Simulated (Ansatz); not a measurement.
The relaxed structure here is a generated cell of Pd: the first start was made by placing the elements on the sites of a structure type, and the end was not matched to a known phase here, so it may be hypothetical. Known forms of Pd include space group No. 225.

A relaxed cell of Pd (P6/mmm (No. 191)), relaxed on a k-mesh at least as fine as the one used below. Method: PBEsol (plane waves to 420 eV, PAW, scalar-relativistic; Ansatz, a program for electronic structure). Γ-centred k-mesh 14×14×6 on the run's cell (coarser than for final values), Fermi–Dirac smearing 0.05 eV.

```
Pd
1.0
    2.64658     0.00000     0.00000
   -1.32329     2.29201     0.00000
    0.00000     0.00000     5.18655
Pd
2
Direct
  0.00000   0.00000   0.00000
  0.00000   0.00000   0.50000
```

The atoms are displaced along an unstable phonon of this cell by (Å):

```json
[
 {"atom": "Pd1", "ux": "0.000", "uy": "-0.150", "uz": "0.000"},
 {"atom": "Pd2", "ux": "0.000", "uy": "0.150", "uz": "0.000"}
]
```

Q: What forces (eV/Å) and pressure result?

A: 
```tsv
atom	Fx	Fy	Fz
Pd1	0.00	-0.16	0.00
Pd2	0.00	0.16	0.00
```

Pressure -0.6 GPa.

The undisplaced cell is probably no minimum: from this displacement the run went on to P6₃/mmc (No. 194), 0.26 eV/atom below it.

No spin polarisation in the result.
